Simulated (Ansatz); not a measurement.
A geometry of CsPbCl₃ away from equilibrium: step 2 of the relaxation of a generated cell, CsPbCl3 placed in the AFLOW prototype AB3C_hR10_148_c_f_c (as in TiFeO3). Calculation: PBE (plane waves to 420 eV, PAW, scalar-relativistic; Ansatz, an electronic-structure program). Γ-centred k-mesh 4×4×4 on the run's cell (coarser than for final values), Fermi–Dirac smearing 0.05 eV.

```xyz
10
Lattice="3.9243 2.2657 7.2016 -3.9243 2.2657 7.2016 0.0000 -4.5314 7.2016" Properties=species:S:1:pos:R:3:forces:R:3 pbc="T T T" free_energy=-41644.902 pressure_GPa=0.3
Pb     0.0000     0.0000     7.6596    0.0000    0.0000   -0.2208
Pb     0.0000     0.0000    13.9453    0.0000    0.0000    0.2208
Cl    -1.2103    -2.4876    12.6411    0.9059    0.3695    1.0679
Cl     2.7594     0.1957    12.6411   -0.7729    0.5998    1.0679
Cl    -1.5492     2.2919    12.6411   -0.1330   -0.9693    1.0679
Cl     1.2103     2.4876     8.9637   -0.9059   -0.3695   -1.0679
Cl    -2.7594    -0.1957     8.9637    0.7729   -0.5998   -1.0679
Cl     1.5492    -2.2919     8.9637    0.1330    0.9693   -1.0679
Cs     0.0000     0.0000     3.1950    0.0000    0.0000    0.1668
Cs     0.0000     0.0000    18.4098    0.0000    0.0000   -0.1668
```

Positions in Å, forces in eV/Å, free energy of the cell in eV (comparable only within this code, potentials and settings). Largest force: 1.45 eV/Å, on Cl3, Cl4, Cl5, Cl6, Cl7, Cl8 (atoms numbered as listed); the geometry lies 0.17 eV/atom above the end of its relaxation.

No spin polarisation in the result.

The run could not lose the symmetry of its start; a randomly shaken copy of 10 atoms returns to this structure.

The end of the path is a generated cell of CsPbCl3: the first start was made by placing the elements on the sites of a structure type, and the end was not matched to a known phase here, so it may be hypothetical. Known forms of CsPbCl3 include space group No. 221.
